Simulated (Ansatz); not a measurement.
The start is a generated cell, Ga placed in the lonsdaleite structure type. The cell and all atomic positions are relaxed at zero pressure with PBE (plane waves to 420 eV, PAW, scalar-relativistic; Ansatz, a quantum-chemistry and plane-wave program). The first steps use a coarse 10×10×5 k-mesh.

Input geometry:
```yaml
crystal:
  lattice:
    - [3.78183, 0.00000, 0.00000]
    - [-1.89091, 3.27516, 0.00000]
    - [0.00000, 0.00000, 6.30757]
  atoms:
    - { symbol: Ga, position: [0.33333, 0.66667, 0.05995] }
    - { symbol: Ga, position: [0.66667, 0.33333, 0.55995] }
    - { symbol: Ga, position: [0.66667, 0.33333, 0.94005] }
    - { symbol: Ga, position: [0.33333, 0.66667, 0.44005] }
```

Task: What pressure does the first self-consistent step give?

Result: +18.5 GPa (positive: the cell is compressed).

Task: What is the largest force in the starting geometry, and on which atom (counted from 1)?

Result: 0.49 eV/Å, on Ga1, Ga2, Ga3, Ga4 (atoms numbered as listed).

Task: Does the structure survive the relaxation? Give the final space group.

Result: The space group goes from P6₃/mmc (No. 194) to P6/mmm (No. 191), with 2 atoms in the primitive cell.

Task: How much energy is released per atom?

Result: 0.42 to 0.44 eV/atom (the two k-meshes of the run give this range).

Task: How do the shortest distances between atoms change?

Result: The closest pairs of elements (up to four, under 3.6 Å), start → end: Ga–Ga 2.31 → 2.57 Å.

Task: What does it relax into? Give the structure.

Result: 
```cif
data_Ga2
_chemical_formula_sum 'Ga2'
_space_group_name_H-M_alt 'P6/mmm'
_space_group_IT_number 191
_space_group_name_Hall '-P 6 2'
_cell_length_a 4.45204
_cell_length_b 4.45204
_cell_length_c 2.76184
_cell_angle_alpha 90.000
_cell_angle_beta 90.000
_cell_angle_gamma 120.000
loop_
_atom_site_label
_atom_site_type_symbol
_atom_site_symmetry_multiplicity
_atom_site_Wyckoff_symbol
_atom_site_fract_x
_atom_site_fract_y
_atom_site_fract_z
_atom_site_occupancy
Ga1 Ga 2 c 0.33333 0.66667 0.00000 1
```

Final values are on a 12×12×17 k-mesh of the relaxed cell. No spin polarisation in the result.

The run could not lower the symmetry of its start; a shaken copy of this end point relaxes with PBE to Immm (No. 71), 0.11 eV/atom lower.

The relaxed structure here is a generated cell of Ga: the first start was made by placing the elements on the sites of a structure type, and the end was not matched to a known phase here, so it may be hypothetical. Known forms of Ga include space group No. 64.
